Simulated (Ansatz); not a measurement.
**Stability checks on a candidate for AlGa2P3**

The cell was found from a structure generator's guess, not taken from experiment.

Level of theory: DFT PBE, scalar-relativistic, plane waves, PAW in Ansatz 0.2.0. Cutoff 420 eV, Γ-centred 12×12×2 mesh (12-atom cell), Gaussian smearing of 0.02 eV, no spin polarisation.

```
Al Ga P
1.0
     3.88312    0.00000    0.00000
    -1.94156    3.36288    0.00000
     0.00000    0.00000   19.17770
Al Ga P
2 4 6
Direct
  0.66667 0.33333 0.83300
  0.33333 0.66667 0.33300
  0.66667 0.33333 0.16678
  0.66667 0.33333 0.50007
  0.33333 0.66667 0.00007
  0.33333 0.66667 0.66678
  0.66667 0.33333 0.29161
  0.66667 0.33333 0.62479
  0.66667 0.33333 0.95775
  0.33333 0.66667 0.12479
  0.33333 0.66667 0.45775
  0.33333 0.66667 0.79161
```

The zero of energy is the elements' standard structures at the same level; no fitted shifts are applied. The references include black phosphorus.

Question: These tests were run: energy against the elements; random kick, then relaxation without symmetry; phonons on a 2×2×1 q mesh; elastic tensor. What do they show?

Answer:

```csv
test,result
energy against the elements,−0.491 eV/atom
"random kick, then relaxation without symmetry",returns
phonons on a 2×2×1 q mesh,no imaginary mode on the mesh
elastic tensor,least eigenvalue 40 GPa
```

It fails none of these tests. Whether a mixture of other phases lies lower isn't tested here.

The reference form of P is held partly by dispersion forces, which this level lacks. The kick test ran on a coarse mesh. The run for the phonons used a 12×12×2 k mesh. The run for the elastic tensor used a 12×12×2 k mesh.
